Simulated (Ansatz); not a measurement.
As in space group I4_132 (No. 214; As on 8a) under volume change, PBE in the plane-wave PAW code Ansatz, scaled uniformly.

| V (Å³/atom) | E − E(relaxed) (meV/atom) | P (GPa) |
|---|---|---|
| 38.861 | 39.4 | 3.56 |
| 40.143 | 16.5 | 2.19 |
| 41.424 | 3.9 | 1.00 |
| 42.705 | 0.0 | 0.00 |
| 43.986 | 3.4 | -0.84 |
| 45.267 | 13.2 | -1.58 |
| 46.548 | 28.3 | -2.17 |

Q: What does a third-order Birch–Murnaghan fit give for V₀, B₀ and B′?

A: V₀ = 42.71 Å³/atom, B₀ = 30.6 GPa, B′ = 4.4.

The start of the workflow was typed in or built on a structure type; neither database checked (COD, Materials Project) lists it. It is not the phase usual at ambient conditions (space group No. 166). The PBE relaxation kept the symmetry of its start; whether a distortion lowers the energy is not shown. The volume moved by 59 % from the start of the relaxation.

Potentials: the later of the program's two PAW sets.
